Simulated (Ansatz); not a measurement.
CdF₂:
```cif
data_Cd4F8
_chemical_formula_sum 'Cd4 F8'
_space_group_name_H-M_alt 'Fm-3m'
_space_group_IT_number 225
_space_group_name_Hall '-F 4 2 3'
_cell_length_a 5.38397
_cell_length_b 5.38397
_cell_length_c 5.38397
_cell_angle_alpha 90.000
_cell_angle_beta 90.000
_cell_angle_gamma 90.000
loop_
_atom_site_label
_atom_site_type_symbol
_atom_site_symmetry_multiplicity
_atom_site_Wyckoff_symbol
_atom_site_fract_x
_atom_site_fract_y
_atom_site_fract_z
_atom_site_occupancy
Cd1 Cd 4 a 0.00000 0.00000 0.00000 1
F1 F 8 c 0.25000 0.25000 0.25000 1
```
(The calculation used a cell of 3 atoms; values per cell refer to that cell.)

Relaxed with PBEsol.

Q: Give the optical modes at the zone centre with their infrared activity from DFPT, the program Ansatz at the PBEsol level (PAW).

A: Transverse frequencies, without the LO–TO term; a row sums one degenerate level.

| ω (cm⁻¹) | degeneracy | IR ((D/Å)²/amu) | activity | symmetry |
|---|---|---|---|---|
| 215 | 3 | 14.87 | IR | T1u |
| 301 | 3 | 0.00 | IR-inactive | T2g |

Q: How high does the top mode go among those that the LO–TO term moves?

A: 373 cm⁻¹ for q along x.

The PBEsol relaxation kept the symmetry of its start; phonons on a q-mesh show no instability.

Potentials: the later of the program's two PAW sets.
